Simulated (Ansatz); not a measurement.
## Computed map of one atom of the cell: Al (fcc, Cu type)

Al (fcc, Cu type)

```xyz
4
Lattice="3.9907 0.0000 0.0000 0.0000 3.9907 0.0000 0.0000 0.0000 3.9907" Properties=species:S:1:pos:R:3 pbc="T T T"
Al     0.0000     0.0000     0.0000
Al     1.9954     1.9954     0.0000
Al     1.9954     0.0000     1.9954
Al     0.0000     1.9954     1.9954
```

In this cell atom 4 (Al, nearest neighbour Al at 2.822 Å; its periodic images, 4.0 Å or more away, move with it) is moved by u·(1.000, 0.000, 0.000) + v·(0.000, 0.000, 1.000); the rest is frozen.

These are r2SCAN (plane waves to 500 eV, PAW, scalar-relativistic; Ansatz, a program for electronic structure) values and carry that method's errors. k mesh 9×9×9 (Γ-centred), Fermi-Dirac smearing 0.05 eV. E stands for the smeared free energy. With partly filled bands, energies and forces of such displacements shift with the k mesh and the smearing. Fu and Fv are the components of the force on the atom. On this mesh the relaxed cell isn't quite at rest: it carries a pressure of 0.3 GPa (compression positive) at the zero of the scan. Al was relaxed with its symmetry unable to fall. The PAW data are Ansatz's earlier set. The zero of ΔE is the undisplaced structure. Axes are in Å.

ΔE (eV/cell), with u across and v down:

| v \ u | -0.710 | -0.355 | 0.000 | 0.355 | 0.710 |
|---|---|---|---|---|---|
| -0.710 | 5.031 | 2.294 | 1.505 | 2.294 | 5.031 |
| -0.355 | 2.294 | 0.807 | 0.354 | 0.807 | 2.294 |
| 0.000 | 1.505 | 0.354 | 0.000 | 0.354 | 1.505 |
| 0.355 | 2.294 | 0.807 | 0.354 | 0.807 | 2.294 |
| 0.710 | 5.031 | 2.294 | 1.505 | 2.294 | 5.031 |

Fv (eV/Å), with u across and v down:

| v \ u | -0.710 | -0.355 | 0.000 | 0.355 | 0.710 |
|---|---|---|---|---|---|
| -0.710 | 11.12 | 5.91 | 4.53 | 5.91 | 11.12 |
| -0.355 | 4.65 | 2.61 | 2.04 | 2.61 | 4.65 |
| 0.000 | 0.00 | 0.00 | 0.00 | 0.00 | 0.00 |
| 0.355 | -4.65 | -2.61 | -2.04 | -2.61 | -4.65 |
| 0.710 | -11.12 | -5.91 | -4.53 | -5.91 | -11.12 |

Summary:

```
Item                                                                                                                                                                                               Result
-----------------------------------------------------------------------------  --------------------------------------------------------------------------------------------------------------------------
Principal force constants in the plane (five-point differences of the forces)                                                                                                        5.5 eV/Å², isotropic
Centre of the map                                                                                                                                                                               a minimum
Lowest place on the grid                                                                                                                                            u = 0.000 Å, v = 0.000 Å (0 meV/cell)
Highest place on the grid, met at several equal points                         u = -0.710 Å, v = -0.710 Å; u = 0.710 Å, v = -0.710 Å; u = -0.710 Å, v = 0.710 Å; u = 0.710 Å, v = 0.710 Å (5031 meV/cell)
```

(A displaced cell: forces are minus the slopes of the energy, force constants its curvatures, and phonons follow from these.)
